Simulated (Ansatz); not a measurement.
## Stress against strain in Au

```xyz
2
Lattice="2.9000 0.0000 0.0000 -1.4500 2.5115 0.0000 0.0000 0.0000 4.8800" Properties=species:S:1:pos:R:3 pbc="T T T"
Au    0.0000    1.6743    3.6600
Au    1.4500    0.8372    1.2200
```

Atoms are numbered in the order listed.

The conventional cell has a = 2.900 Å, b = 2.900 Å, c = 4.880 Å, α = 90.00°, β = 90.00°, γ = 120.00°. Au (atom 1) is surrounded by 12 Au at 2.90 to 2.96 Å.

The cell comes from COD entry 1545302, which wasn't checked; take it as a given geometry.

No spin–orbit coupling, which matters for the heavy atoms here.

These are results of Ansatz 0.2.0, DFT, PBEsol, all-electron LAPW, scalar-relativistic, not measurements.

Sampling and basis: a Γ-centred 14×14×8 k mesh, Fermi–Dirac smearing of 0.03 eV, basis error target 0.5 meV/atom, no spin polarisation.

The strain is applied along the Cartesian axes of the cell as listed (the other components stay zero). Fractional coordinates are held (clamped ions).

σ is the change of stress from the unstrained cell, which is at -6.39 GPa; tension is positive, so slopes are stress–strain coefficients at that pressure. In a metal the k mesh adds noise.

Only quantities that a quadratic follows smoothly over the whole series are listed; rougher ones are left out.

```
εxx = εyy  σzz (GPa)  σxx (GPa)
  -0.0300      -8.20     -11.11
  -0.0200      -5.54      -6.65
   0.0000       0.00       0.00
   0.0100       2.19       2.65
   0.0200       4.02       4.95
   0.0300       5.74       6.84
```

Q: Fit the series and read off the stiffness at zero strain.

A: Least-squares fits y = p0 + p1 x + p2 x² to the rows give σzz (GPa): p1 = 235, p2 = -1300; σxx (GPa): p1 = 296, p2 = -2400. So C13 + C23 = 235 GPa and C11 + C12 = 296 GPa, for these axes.

Q: One run, at εxx = εyy = -0.0100, is withheld. Predict its row.

A: The fits give -2.57, -3.18; the run gave -2.64, -3.03.
